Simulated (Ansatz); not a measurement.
# Eigenvalues along a path: Sb (hcp type)

```xyz
2
Lattice="3.3046 0.0000 0.0000 -1.6523 2.8619 0.0000 0.0000 0.0000 5.4298" Properties=species:S:1:pos:R:3 pbc="T T T"
Sb    0.0000    1.9079    1.3575
Sb    1.6523    0.9540    4.0724
```

The cell comes from a relaxation on PAW files under the same functional, begun from a prototype that needn't be the stable phase.

Level of theory: DFT with LDA, scalar-relativistic, in Ansatz 0.2.0; a Γ-centred 14×14×8 k mesh, Fermi–Dirac smearing of 0.05 eV, no spin polarisation. LAPW: all electrons, basis error target 1 meV/atom.

Spin–orbit coupling is left out, which matters for the heavy atoms.

Path points, in fractions of the reciprocal vectors: Γ (0.000, 0.000, 0.000), M (0.500, 0.000, 0.000), K (0.333, 0.333, 0.000), A (0.000, 0.000, 0.500), L (0.500, 0.000, 0.500), H (0.333, 0.333, 0.500). Levels in eV from the Fermi level; bands 19 to 26, counted from the lowest band of the run. The gap is zero, the pressure 0.03 GPa.

```
# k(1/Å) point b19 b20 b21 b22 b23 b24 b25 b26
0.000 Γ -13.37 -9.45 -6.13 3.77 3.77 5.45 5.45 5.53
0.157 - -13.28 -9.36 -6.03 2.79 3.39 4.95 5.44 5.54
0.314 - -13.00 -9.12 -5.74 0.94 2.66 3.69 5.10 5.44
0.470 - -12.53 -8.73 -5.25 -1.00 1.91 2.11 4.28 5.04
0.627 - -11.88 -8.23 -4.59 -2.78 0.45 1.27 3.05 4.54
0.784 - -11.08 -7.80 -4.18 -3.79 -1.15 0.78 1.69 4.12
0.941 - -10.18 -7.86 -4.71 -2.92 -2.53 0.44 0.49 3.85
1.098 M -9.59 -8.26 -4.52 -3.28 -2.41 -0.21 0.39 3.75
1.188 - -9.56 -8.25 -4.50 -3.24 -2.37 -0.20 0.07 3.45
1.279 - -9.47 -8.19 -4.45 -3.15 -2.28 -0.65 -0.17 2.72
1.369 - -9.33 -8.12 -4.38 -2.99 -2.11 -1.44 -0.15 1.81
1.460 - -9.14 -8.05 -4.34 -2.78 -2.12 -1.88 -0.16 0.86
1.550 - -8.90 -8.01 -4.41 -2.52 -2.51 -1.59 -0.25 -0.05
1.641 - -8.62 -8.07 -4.59 -2.54 -2.28 -1.24 -0.84 -0.46
1.732 K -8.30 -8.30 -4.68 -2.31 -2.31 -1.20 -0.83 -0.83
1.913 - -9.22 -7.70 -4.27 -3.25 -1.88 -1.45 -0.48 0.15
2.094 - -10.36 -7.49 -3.54 -3.24 -3.04 -0.28 0.71 1.33
2.275 - -11.40 -7.90 -4.10 -2.73 -1.84 1.12 2.08 2.63
2.456 - -12.25 -8.50 -4.97 -1.22 -0.18 2.62 3.53 3.91
2.637 - -12.87 -9.01 -5.61 0.65 1.60 4.00 4.79 4.92
2.818 - -13.25 -9.34 -6.00 2.60 3.16 4.95 5.41 5.43
2.999 Γ -13.37 -9.45 -6.13 3.77 3.77 5.45 5.45 5.53
3.082 - -13.35 -9.59 -5.93 3.79 3.79 5.22 5.43 5.43
3.164 - -13.27 -9.95 -5.42 3.85 3.85 4.46 5.37 5.37
3.247 - -13.14 -10.39 -4.71 3.46 3.94 3.94 5.28 5.28
3.330 - -12.96 -10.86 -3.87 2.37 4.07 4.07 5.14 5.14
3.412 - -12.72 -11.31 -2.95 1.26 4.23 4.23 4.98 4.98
3.495 - -12.44 -11.73 -1.97 0.15 4.41 4.41 4.79 4.79
3.578 A -12.11 -12.11 -0.93 -0.93 4.60 4.60 4.60 4.60
3.734 - -12.01 -12.01 -0.87 -0.87 3.78 3.78 4.35 4.35
3.891 - -11.74 -11.74 -0.72 -0.72 2.13 2.13 3.77 3.77
4.048 - -11.28 -11.28 -0.84 -0.84 0.74 0.74 3.10 3.10
4.205 - -10.65 -10.65 -2.12 -2.12 0.68 0.68 2.50 2.50
4.362 - -9.89 -9.89 -3.68 -3.68 1.14 1.14 2.04 2.04
4.519 - -9.09 -9.09 -4.99 -4.99 1.60 1.60 1.76 1.76
4.675 L -8.67 -8.67 -5.60 -5.60 1.66 1.66 1.79 1.79
4.766 - -8.65 -8.65 -5.56 -5.56 1.05 1.05 2.14 2.14
4.857 - -8.58 -8.58 -5.47 -5.47 0.19 0.19 2.37 2.37
4.947 - -8.47 -8.47 -5.31 -5.31 -0.75 -0.75 2.55 2.55
5.038 - -8.33 -8.33 -5.10 -5.10 -1.67 -1.67 2.71 2.71
5.128 - -8.17 -8.17 -4.85 -4.85 -2.50 -2.50 2.86 2.86
5.219 - -8.03 -8.03 -4.59 -4.59 -3.15 -3.15 2.98 2.98
5.309 H -7.97 -7.97 -4.47 -4.47 -3.42 -3.42 3.03 3.03
5.490 - -8.33 -8.33 -4.42 -4.42 -2.76 -2.76 2.78 2.78
5.671 - -9.22 -9.22 -3.64 -3.64 -1.60 -1.60 2.13 2.13
5.852 - -10.19 -10.19 -2.35 -2.35 -0.31 -0.31 1.51 1.51
6.034 - -11.01 -11.01 -1.01 -1.01 0.56 0.56 1.81 1.81
6.215 - -11.61 -11.61 -0.67 -0.67 1.79 1.79 3.13 3.13
6.396 - -11.98 -11.98 -0.85 -0.85 3.58 3.58 4.23 4.23
6.577 A -12.11 -12.11 -0.93 -0.93 4.60 4.60 4.60 4.60
```
